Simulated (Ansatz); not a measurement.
CsCl (CsCl type)

```yaml
crystal:
  lattice:
    - [4.06865, 0.00000, 0.00000]
    - [0.00000, 4.06865, 0.00000]
    - [0.00000, 0.00000, 4.06865]
  atoms:
    - { symbol: Cs, position: [0.00000, 0.00000, 0.00000] }
    - { symbol: Cl, position: [0.50000, 0.50000, 0.50000] }
```

The slice is a {100} plane (indices of the conventional cell) through the point (0.500, 0.500, 0.500) (fractional), spanned by u = [100] and v = [010] in vectors of this cell: u (4.07 Å) and v (4.07 Å, at 90° to u). It covers one period; positions are fractions (u, v).

Computed with PBEsol (plane waves to 420 eV, PAW, scalar-relativistic; Ansatz, an electronic-structure program). k mesh 8×8×8. Near the nuclei the fields are pseudised (PAW); where an atom keeps semicore shells as valence, they peak there. CsCl was relaxed with its symmetry unable to fall.

Predict the map of the electrostatic potential energy of an electron, from the cell's mean on the slice.


```tsv
v \ u	0.00	0.12	0.25	0.38	0.50	0.62	0.75	0.88
0.94	x	x	1.4	6.0	6.1	6.0	1.4	x
0.84	x	x	4.0	5.8	5.6	5.8	4.0	x
0.75	0.6	3.1	5.4	5.2	4.9	5.2	5.4	3.1
0.66	5.7	5.8	5.3	4.5	4.0	4.5	5.3	5.8
0.56	6.2	5.9	5.0	3.9	3.4	3.9	5.0	5.9
0.47	6.2	5.9	4.9	3.8	3.3	3.8	4.9	5.9
0.38	6.1	5.9	5.2	4.2	3.8	4.2	5.2	5.9
0.28	3.3	4.6	5.5	5.0	4.6	5.0	5.5	4.6
0.19	x	x	4.7	5.6	5.4	5.6	4.7	x
0.09	x	x	2.2	6.0	6.0	6.0	2.2	x
0.00	x	x	0.6	6.1	6.2	6.1	0.6	x
```

Values: electrostatic potential energy of an electron, from the cell's mean, in eV. Points within 1 Å of a nucleus are blanked (x), as the pseudised field means little there. The zero, the cell's mean, hangs on the PAW cores.
